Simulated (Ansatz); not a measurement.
HfGe: computed property card

HfGe:
```yaml
crystal:
  lattice:
    - [-1.74134, 1.74134, 6.84181]
    - [1.74134, -1.74134, 6.84181]
    - [1.74134, 1.74134, -6.84181]
  atoms:
    - { symbol: Hf, position: [0.00725, 0.00725, 0.00000] }
    - { symbol: Hf, position: [0.75725, 0.25725, 0.50000] }
    - { symbol: Ge, position: [0.40875, 0.40875, 0.00000] }
    - { symbol: Ge, position: [0.15875, 0.65875, 0.50000] }
```

Space group I4_1md (No. 109); conventional cell a = 3.483 Å, b = 3.483 Å, c = 13.684 Å, α = 90.00°, β = 90.00°, γ = 90.00°.

Method: PBE in the plane-wave PAW code Ansatz. Geometry: relaxed at this level of theory. Other levels are named where they apply.

Cell and energy:

| Item | Result |
|---|---|
| Volume per atom | 20.75 Å³ |
| Density | 10.05 g/cm³ |
| Formation energy from the elements (no fitted shifts) | -0.29 eV/atom |

Electronic structure:

| Property | Result |
|---|---|
| Electronic character | metallic (no gap) |
| Density of states at the Fermi level | 0.56 states/eV per atom (mean over ±0.08 eV) |

A made-up cell: these elements were put on the sites of a structure type; neither database checked (COD, Materials Project) lists it. Whether it is the stable phase at ambient conditions was not checked. Symmetry was held in the PBE relaxation; its stability against distortions is not shown here. The run is not spin-polarised. The references are the lowest solids computed at this level, not always the standard phases. Scalar-relativistic: spin–orbit coupling is off unless named, which matters more the heavier the elements.

Potentials: the earlier of the program's two PAW sets.
